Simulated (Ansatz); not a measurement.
Cs2Pd3Se4 in space group Fmmm (No. 69; Cs on 8i, Pd on 4a, Pd on 8e, Se on 16m), r²SCAN in the plane-wave PAW code Ansatz. The conduction-band minimum lies on the A0–Z line, 27 % of the way from A0, with 4 equivalent valleys. Second derivatives d²E/dk² of the lowest band at one valley (eV·Å²), along Cartesian directions:

```
direction  d²E/dk²
---------  -------
[100]        17.44
[010]        2.789
[001]        5.253
[110]        10.18
[101]        11.38
[011]        4.023
```

### Question
Find the principal effective masses, the density-of-states mass and the conductivity mass.

### Answer
Off-diagonal terms follow from H_xy = H[110] − (H_xx + H_yy)/2, and m*/mₑ = 7.620 eV·Å² over each eigenvalue: 0.44, 1.5, 2.7. One valley's DOS mass (m₁m₂m₃)^(1/3) = 1.2, conductivity mass 3/(Σ 1/mᵢ) = 0.90 mₑ.

### Question
What effective density of states Nc follows at 300 K for parabolic valleys?

### Answer
Nc = 2.509e19 × 4 × (1.2)^(3/2) ≈ 1.3e20 cm⁻³.

The first step of the workflow began from a Materials Project structure, measured or hypothetical; the Crystallography Open Database copy checked does not list it. Whether it is the stable phase at ambient conditions was not checked. Symmetry was held in the r²SCAN relaxation; its stability against distortions is not shown here. No spin polarisation was allowed. Scalar-relativistic: spin–orbit coupling is off unless named, which matters more the heavier the elements.

Potentials: the later of the program's two PAW sets.

Edges and masses are those of Kohn–Sham bands, whose gap is no quasiparticle gap.
